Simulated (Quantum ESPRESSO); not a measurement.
## Cheap against tight settings: MgSe

```xyz
2
Lattice="0.0000 2.7337 2.7337 2.7337 0.0000 2.7337 2.7337 2.7337 0.0000" Properties=species:S:1:pos:R:3 pbc="T T T"
Mg     0.0000     0.0000     0.0000
Se     2.7337     2.7337     2.7337
```
The geometry is a computed Materials Project entry, not a measured one. It is MgSe in Fm-3m; whether this form has been observed was not checked. Stability against distortions was not tested.

Method: σ by PBE GIPAW (a modified build of Quantum ESPRESSO, JTH PAW datasets). The cutoff rises from row to row, with the meshes as listed. Costs are rough, from a shared machine. These are absolute shieldings with no macroscopic susceptibility term; δ = σ_ref − σ needs a reference computed alike. No spin–orbit coupling; Se is the heaviest element present. The datasets of Mg, Se hold no d projectors, which limits absolute σ on these atoms.

| setting | cutoff (Ha) | k-mesh | σ_iso Mg (ppm) | σ_iso Se (ppm) | f-sum rule missed by (%) | rough cost ratio |
|---|---|---|---|---|---|---|
| A | 8 | 4×4×4 through Γ | 421.1 | 662.4 | 7.9 | about 1 |
| B | 10 | 4×4×4 shifted | 544.2 | 1855.5 | 0.10 | 2 |
| C | 20 | 6×6×6 shifted | 567.6 | 1826.2 | 0.01 | 9 |
| D | 30 | 11×11×11 shifted | 566.4 | 1820.2 | 0.00 | 90 |

Largest change from the last row but one to the last: σ_iso Se (ppm) by -6.0.
